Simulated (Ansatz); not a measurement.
**Al₂O₃: from a starting cell to a relaxed one**

The start is a randomly generated symmetric cell of Al2O3 (space group No. 229). A full variable-cell relaxation at zero pressure is run with r2SCAN (plane waves to 500 eV, PAW, scalar-relativistic; Ansatz, an electronic-structure program).

Ansatz input (later rounds restart from its end on a renewed k-mesh):
Ansatz 0.2 input:
```yaml
crystal:
  lattice:
    - [-2.8201326, 2.8201326, 2.8201326]
    - [2.8201326, -2.8201326, 2.8201326]
    - [2.8201326, 2.8201326, -2.8201326]
  atoms:
    - { symbol: Al, position: [0.5, 0.5, 0.5] }
    - { symbol: Al, position: [0, 0, 0.5] }
    - { symbol: Al, position: [0, 0.5, 0] }
    - { symbol: Al, position: [0.5, 0, 0] }
    - { symbol: O, position: [0.5, 0.25, 0.75] }
    - { symbol: O, position: [0.5, 0.75, 0.25] }
    - { symbol: O, position: [0.75, 0.5, 0.25] }
    - { symbol: O, position: [0.25, 0.5, 0.75] }
    - { symbol: O, position: [0.25, 0.75, 0.5] }
    - { symbol: O, position: [0.75, 0.25, 0.5] }
basis: { ecutwfc: 500, ecutrho_ratio: 4, xc_grid: 4, fft_grid_basis: typed }
kpoints: { mp_grid: { grid: [8, 8, 8] } }
hamiltonian:
  xc: r2scan
  dispersion: none
  pseudopotentials: { kind: paw }
scf: { occupations: { method: fermi_dirac, width: 0.05 } }
relax: { f_tol: 0.01, max_steps: 100, cell: { stress_tol: 0.02 } }
output: { forces: true, stress: true }
```

### Question
What pressure does the first self-consistent step give?

### Answer
+32.1 GPa (positive: the cell is compressed).

### Question
By how much does the energy per atom fall from start to end?

### Answer
0.12 eV/atom.

### Question
How does the volume per atom move from start to end?

### Answer
+15.7 %, from 8.97 to 10.38 Å³/atom.

### Question
How do the shortest distances between atoms change?

### Answer
The closest pairs of elements (up to four, under 3.6 Å), start → end: Al–O 1.99 → 2.09 Å; O–O 1.99 → 2.09 Å; Al–Al 2.82 → 2.96 Å.

### Question
What band gap does the relaxed structure have at this level?

### Answer
Zero (metallic).

The space group stays Im-3m (No. 229) (the run could not lower it), with 10 atoms in the primitive cell. Final values are on a 11×11×11 k-mesh of the relaxed cell. No spin polarisation in the result.

The run could not lose the symmetry of its start: the end is stationary, and may be a saddle point rather than a minimum.

All atoms sit on sites fixed by symmetry, so only the cell could relax.

The relaxed structure here is a generated cell of Al2O3: the first start was made by a random draw of sites in a space group, and the end was not matched to a known phase here, so it may be hypothetical. Known forms of Al2O3 include space group No. 167.
